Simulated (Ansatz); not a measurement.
Crystals of one structure type (zinc blende) and one family of elements, relaxed and computed with plane-wave PAW r²SCAN (Ansatz code).

| crystal | V (Å³/atom) | highest Γ mode, no LO–TO term (cm⁻¹) |
|---|---|---|
| ZnS | 19.56 | ? |
| ZnSe | 22.73 | 204 |
| CdS | 25.38 | 228 |
| CdSe | 28.84 | 163 |
| CdTe | 35.25 | 136 |

Problem. Fit a straight line to ln ω against ln V and predict the withheld value.

Solution. Least squares on the 4 shown rows: ln ω = -1.10 × ln V + (8.841), with a scatter of 9 %. For ZnS this gives 262. The run itself gave 273, within the scatter.

All cells were relaxed under the symmetry of their starts (and spin orders); stability against distortions was not tested throughout. Scalar-relativistic: spin–orbit coupling is off unless named, which matters more the heavier the elements.

Potentials: the later of the program's two PAW sets.
